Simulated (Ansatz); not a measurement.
## Calculated ¹⁷O NMR of the central transition for TiH₆O₂F₆

Cell: a Materials Project structure (computed, not necessarily an observed phase), atoms as given.

Space group P321 (No. 150); a = 5.6274, c = 5.5440 Å, γ = 120.00°.

```csv
site,Wyckoff,site symmetry,x,y,z
Ti,1a,32.,0.0000,0.0000,0.0000
H,6g,1,0.1603,0.4916,0.2775
O,2d,3..,0.3333,0.6667,0.3266
F,6g,1,0.3005,0.0864,0.2087
```

One atom of each set is listed.

The numbers come from a DFT calculation in Ansatz (PBE, plane waves and PAW, scalar-relativistic, 420 eV cutoff, Γ-centred 5×5×5 k-points, Fermi–Dirac smearing 0.02 eV).

¹⁷O has I = 5/2 and Q = -25.58 mb (Pyykkö 2018); at 9.4 T its Larmor frequency is ν₀ = 54.3 MHz. Only the quadrupole interaction is simulated: positions count from each site's isotropic chemical shift, and J coupling is left out, as are shift anisotropy and dipolar coupling, which fast spinning averages.

Problem. What does the ¹⁷O spectrum (fast magic-angle spinning) show for each site?

Solution. 

```
site    first shell  C_Q (MHz)     η  P_Q (MHz)  δ_QIS (ppm)  breadth (kHz)
   O  3 H at 1.02 Å       9.40  0.00       9.40         -180           20.9
```

δ_QIS = −(ν_Q²/30ν₀²)[I(I+1) − 3/4](1 + η²/3) × 10⁶ ppm with ν_Q = 3|C_Q|/[2I(2I−1)]; it falls as 1/B₀² in ppm, and the breadth as 1/B₀ in kHz.

The broadest static pattern spans 51 kHz. The table holds for spinning faster than that; slower spinning leaves sidebands.

An axis of threefold or higher order runs through O, so V_zz lies along it and η is zero.

Hardware: 1 thread of Intel Xeon Platinum 8488C (Sapphire Rapids) (x86_64; 90 cores open to the job, memory cap 2.5 GiB, no GPU), a shared host with a load of 0.6 a core. Wall time 19 s, CPU time 18 s, peak memory 0.53 GiB.
